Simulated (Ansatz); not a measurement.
**Elastic constants of LiH at 9.9 GPa (stress–strain coefficients): input and output**

Method: DFT PBE, scalar-relativistic, plane waves, PAW in Ansatz.

Launched with:
```bash
ansatz run input.yaml --threads 1 --pin off --max-ram 2560MiB --backend cpu --events-out ev --progress --plain --runs-dir out
```

Input (bare energies are in eV):
```yaml
crystal:
  lattice:
    - [0.0, 1.876, 1.876]
    - [1.876, 0.0, 1.876]
    - [1.876, 1.876, 0.0]
  atoms:
    - { symbol: Li, position: [0.0, 0.0, 0.0] }
    - { symbol: H, position: [0.5, 0.5, 0.5] }
basis:
  ecutwfc: 420
kpoints:
  mp_grid: { grid: [10, 10, 10] }
hamiltonian:
  xc: pbe
scf:
  occupations: { method: fixed }
output:
  forces: true
  stress: true
  eigenvalues: true
elastic:
  mode: relaxed_ion
  stencil: two_point
```

From the output:
```
--- Elastic constants: 2 strain directions × 2 members + reference (group order 48) ---
  dense FFT box of the reference and of every strained cell: 18×18×18
  strains applied: 11, 23; error gains: componentwise 1.00 (the most a stress slope's error grows in a printed constant), spectral 1.73 (1 for all six strains in a standard setting)
  C = ∂σ_k/∂η_j (tension-positive GPa; Voigt order 11 22 33 23 13 12):
       155.959     22.174     22.174     -0.000     -0.000      0.000
        22.174    155.959     22.174      0.000     -0.000     -0.000
        22.174     22.174    155.959      0.000      0.000     -0.000
         0.000      0.000      0.000     59.667      0.000     -0.000
        -0.000      0.000     -0.000     -0.000     59.667     -0.000
         0.000     -0.000     -0.000     -0.000     -0.000     59.667
  reference stress σ⁰ (GPa):     -9.933     -9.933     -9.933     -0.000     -0.000      0.000
  C* (energy form; C + prestress term) asymmetry max|C*_kj − C*_jk| = 1.421e-14 GPa — a small one proves nothing (zero by symmetry where the batch's group is 432, −43m or m−3m); a large one is finite-difference/SCF noise where every solve ...
  moduli (Voigt/Reuss/Hill, GPa): K = 66.77/66.77/66.77   G = 62.56/62.36/62.46   E = 142.84   ν = 0.143
  mechanically stable: yes (min eigenvalue of sym C = 59.67 GPa)
  strain η (Voigt 11):  stress-route row diagonal C_11 = 155.96 GPa, energy-path curvature d²(F+E_count+ΔE)/dδ²/Ω₀ = 156.68 GPa
         δ    σ_11 (GPa) F (eV) n_scf n_hpsi n_pw
    -2.000e-3     -10.2475        -221.3126923       5    9777    271   relax 0 steps, max|allowed force component| 1.91e-30 eV/Å
     2.000e-3      -9.6236        -221.3159654       5   10117    274   relax 0 steps, max|allowed force component| 1.32e-30 eV/Å
  strain η (Voigt 23):  stress-route row diagonal C_44 = 59.67 GPa, energy-path curvature d²(F+E_count+ΔE)/dδ²/Ω₀ = 64.98 GPa
         δ    σ_23 (GPa) F (eV) n_scf n_hpsi n_pw
    -2.000e-3      -0.1193        -221.3143452       5   17809    271   relax 0 steps, max|allowed force component| 4.65e-30 eV/Å
     2.000e-3       0.1193        -221.3143452       5   17119    271   relax 0 steps, max|allowed force component| 2.19e-30 eV/Å
```

Time: 6.4 s on 1 thread of AMD EPYC 7R43 64-Core Processor (Zen 3), on a shared host, peak memory 0.28 GiB.

The cell is the ideal cubic rocksalt prototype.